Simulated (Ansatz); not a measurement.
KBr:
```xyz
2
Lattice="0.0000 3.3044 3.3044 3.3044 0.0000 3.3044 3.3044 3.3044 0.0000" Properties=species:S:1:pos:R:3 pbc="T T T"
K      0.0000     0.0000     0.0000
Br     3.3044     3.3044     3.3044
```

Relaxed with r²SCAN. Independent-particle spectrum: no excitons, no local fields, no scissors shift; 0.1 eV broadening; ε₁ of the summed bands alone.

**Question.** Tabulate the dielectric function from the program Ansatz at the r²SCAN level (PAW).

**Answer.** 

```
E (eV)  ε₁ xx  ε₂ xx
------  -----  -----
0.0      2.60   0.00
0.4      2.60   0.00
0.8      2.61   0.00
1.2      2.63   0.00
1.6      2.65   0.00
2.0      2.68   0.00
2.4      2.72   0.00
2.8      2.77   0.00
3.2      2.84   0.00
3.6      2.92   0.00
4.0      3.02   0.00
4.4      3.17   0.00
4.8      3.39   0.00
5.2      3.78   0.26
5.6      3.85   0.52
6.0      4.01   0.70
6.4      4.37   0.88
6.8      5.11   1.90
7.2      4.80   3.33
7.6      2.82   4.65
8.0      1.23   3.58
8.4      1.50   2.60
8.8      1.45   2.12
9.2      2.15   1.37
9.6      3.48   2.55
10.0     1.70   5.21
10.4     0.46   3.24
10.8    -0.60   3.07
11.2    -0.71   2.19
11.6    -0.60   1.36
12.0    -0.28   0.57
```

**Question.** From ε at 6.5 eV (xx: 4.55 + 0.94i), find n, k, the normal reflectivity and the absorption coefficient.

**Answer.** n = 2.14, k = 0.219, R = 14 %, α = 2kE/ħc = 140000 cm⁻¹.

With all bands, ε∞ without local fields is 2.63. DFPT, with local fields, gives 2.44.

Space group Fm-3m (rock salt). The cell was relaxed with r²SCAN under the symmetry of its start; phonons on a q-mesh show no instability. Scalar-relativistic: spin–orbit coupling is off unless named, which matters more the heavier the elements.

Potentials: the later of the program's two PAW sets.
